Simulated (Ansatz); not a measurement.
An Ansatz (a program for electronic structure) input:

Ansatz 0.2 input:
```yaml
crystal:
  lattice:
    - [4.7692122076, 0.0, 0.0]
    - [0.0, 4.7692122076, 0.0]
    - [0.0, 0.0, 3.211989351]
  atoms:
    - { symbol: Sn, position: [0.0, 0.0, 0.0] }
    - { symbol: Sn, position: [0.5, 0.5, 0.5] }
    - { symbol: O, position: [0.8062899781, 0.8062899781, 0.5] }
    - { symbol: O, position: [0.1937100219, 0.1937100219, 0.5] }
    - { symbol: O, position: [0.3062899781, 0.6937100219, 0.0] }
    - { symbol: O, position: [0.6937100219, 0.3062899781, 0.0] }
kpoints:
  mp_grid: { grid: [5, 5, 7] }
  band_path:
    path:
      - [[0.0, 0.0, 0.0], [0.0, 0.5, 0.0], [0.5, 0.5, 0.0], [0.0, 0.0, 0.0], [0.0, 0.0, 0.5], [0.0, 0.5, 0.5], [0.5, 0.5, 0.5], [0.0, 0.0, 0.5]]  # Γ-X-M-Γ-Z-R-A-Z
      - [[0.0, 0.5, 0.0], [0.0, 0.5, 0.5]]  # X-R
      - [[0.5, 0.5, 0.0], [0.5, 0.5, 0.5]]  # M-A
      - [VBM, CBM]
    npoints: 8
basis: { xc_grid: 2 }
hamiltonian:
  xc: pbesol
  pseudopotentials: { kind: paw }
magnetization: { noncollinear: true, spin_orbit: true }
scf:
  n_extra_bands: 12
  convergence: { dr2_threshold: 0.0000000001 }
  occupations: { method: gaussian, width: 0.01 }
checkpoint: { write: soc.run }
output: { eigenvalues: true }
```

Q: How many symmetry operations and irreducible k-points will the run report?

A: 16 operations, 24 of 175 k-points.

Q: With a cutoff of 420 eV, how many plane waves at Γ?

A: 1435.

It took roughly 90 core-seconds on shared server cores.

Space group P4_2/mnm (rutile). The PBEsol relaxation kept the symmetry of its start.

Potentials: the later of the program's two PAW sets.

Ansatz is a plane-wave DFT program.
